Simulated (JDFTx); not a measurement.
System: Ta(100) (Im-3m bulk; lattice of mp-50, not re-optimised at this level), 1x1 cell of 6 atoms in 6 planes, area 10.96 Å² a face, 8.3 Å between the outermost planes in a cell 24.3 Å high; k mesh 6×6×1, Fermi width 0.01 Ha, no spin polarisation.

Method: PBE, GBRV ultrasoft potentials, plane waves to 20/100 Ha, in JDFTx (a modified build). Vacuum. The outer atoms relax from bulk positions, keeping the cell's symmetry; the lattice is not PBE's own optimum in this code, and that strain can shift the moves by a few hundredths of an ångström. Input:

```
lattice \
  6.2547289109 0.0000000000 0.0000000000 \
  0.0000000000 6.2547289109 0.0000000000 \
  0.0000000000 0.0000000000 45.9203448284
coords-type Lattice
ion Ta 0.5000000000 0.5000000000 -0.1702602880 1
ion Ta 0.0000000000 0.0000000000 -0.1021561730 0
ion Ta 0.5000000000 0.5000000000 -0.0340520580 0
ion Ta 0.0000000000 0.0000000000 0.0340520580 0
ion Ta 0.5000000000 0.5000000000 0.1021561730 0
ion Ta 0.0000000000 0.0000000000 0.1702602880 1
ion-species pseudo/ta_pbe_v1.upf
elec-cutoff 20 100
elec-ex-corr gga-PBE
coulomb-interaction Slab 001
coulomb-truncation-embed 0 0 0
kpoint-folding 6 6 1
elec-smearing Fermi 0.01
lcao-params 10
elec-n-bands 52
electronic-scf nIterations 100 energyDiffThreshold 1e-07
ionic-minimize nIterations 10 energyDiffThreshold 1e-5 knormThreshold 4e-4
dump-name vac.$VAR
dump End State Ecomponents EigStats BandEigs Forces ElecDensity IonicPositions Fillings Kpoints Dtot
```

**Question.** How far do the free atoms of the upper face move along the normal, and how much energy is released?

**Answer.** Ta (atom 6) -0.16 Å (positive: outward). The free energy falls by 0.176 eV per cell, 129 mJ/m².
